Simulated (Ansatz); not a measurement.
A geometry of HfO$_{2}$ away from equilibrium: step 9 of the relaxation of a generated cell, HfO2 placed in the 2H-MoS2 structure type. Calculation: PBE (plane waves to 420 eV, PAW, scalar-relativistic; Ansatz, a first-principles code). Γ-centred k-mesh 10×10×3 on the run's cell (coarser than for final values), Fermi–Dirac smearing 0.05 eV.

```xyz
6
Lattice="3.0821 0.0000 0.0000 -1.5411 2.6692 0.0000 0.0000 0.0000 9.8401" Properties=species:S:1:pos:R:3:forces:R:3 pbc="T T T" free_energy=-33720.364 pressure_GPa=5.5
Hf     0.0000     1.7795     2.4600    0.0000    0.0000    0.0000
Hf     1.5411     0.8897     7.3801    0.0000    0.0000    0.0000
O      0.0000     1.7795     6.2147    0.0000    0.0000   -0.0438
O      1.5411     0.8897     1.2946    0.0000    0.0000   -0.0438
O      1.5411     0.8897     3.6254    0.0000    0.0000    0.0438
O      0.0000     1.7795     8.5455    0.0000    0.0000    0.0438
```

Positions in Å, forces in eV/Å, free energy of the cell in eV (comparable only within this code, potentials and settings). Largest force: 0.04 eV/Å, on O3, O4, O5, O6 (atoms numbered as listed); the geometry lies 0.01 eV/atom above the end of its relaxation.

No spin polarisation in the result. Without a van der Waals term the distances between weakly bound units are poorly fixed.

The run could not lose the symmetry of its start, so the end can be a saddle point.

The end of the path is a generated cell of HfO2: the first start was made by placing the elements on the sites of a structure type, and the end was not matched to a known phase here, so it may be hypothetical. Known forms of HfO2 include space group No. 14, 29, 137, 225.
